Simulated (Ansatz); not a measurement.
FeS2:
```xyz
6
Lattice="4.3674 0.0000 0.0000 0.0000 5.3332 0.0000 0.0000 0.0000 3.3444" Properties=species:S:1:pos:R:3 pbc="T T T"
Fe     0.0000     0.0000     0.0000
Fe     2.1837     2.6666     1.6722
S      0.9047     1.9969     0.0000
S      3.0884     0.6697     1.6722
S      1.2790     4.6635     1.6722
S      3.4627     3.3363     0.0000
```

Relaxed with PBEsol. Special points in fractions of this cell's reciprocal vectors: Γ (0.000, 0.000, 0.000); X (0.500, 0.000, 0.000); S (0.500, 0.500, 0.000); Y (0.000, 0.500, 0.000); Z (0.000, 0.000, 0.500); U (0.500, 0.000, 0.500); R (0.500, 0.500, 0.500); T (0.000, 0.500, 0.500).

Problem. List the band energies nearest the valence-band maximum at these points for the program Ansatz at the PBEsol level (PAW).

Solution. In eV from the valence-band maximum; about four levels below and three above (degenerate sets whole), none deeper than 8.9 eV; points with the same levels are listed once.

```json
[
 {"k": "Γ", "below": "-1.08 -0.90 -0.89 -0.54", "above": "1.05 1.48 2.78"},
 {"k": "X", "below": "-0.77 -0.77 -0.18 -0.18", "above": "1.85 1.85 1.92 1.92"},
 {"k": "S", "below": "-1.29 -1.29 -1.08 -1.08", "above": "1.48 1.48 2.10 2.10"},
 {"k": "Y", "below": "-0.94 -0.94 -0.41 -0.41", "above": "1.09 1.09 2.56 2.56"},
 {"k": "Z", "below": "-1.02 -1.02 -0.53 -0.53", "above": "1.57 1.57 1.77 1.77"},
 {"k": "U", "below": "-0.87 -0.87 -0.44 -0.44", "above": "1.56 1.56 1.90 1.90"},
 {"k": "R", "below": "-0.71 -0.71 -0.46 -0.46", "above": "1.57 1.57 2.18 2.18"},
 {"k": "T", "below": "-1.65 -1.65 -0.49 -0.49", "above": "0.90 0.90 2.32 2.32"}
]
```

Space group Pnnm. Symmetry was held in the PBEsol relaxation. The workflow began spin-polarised and lost its moments.

Potentials: the later of the program's two PAW sets.
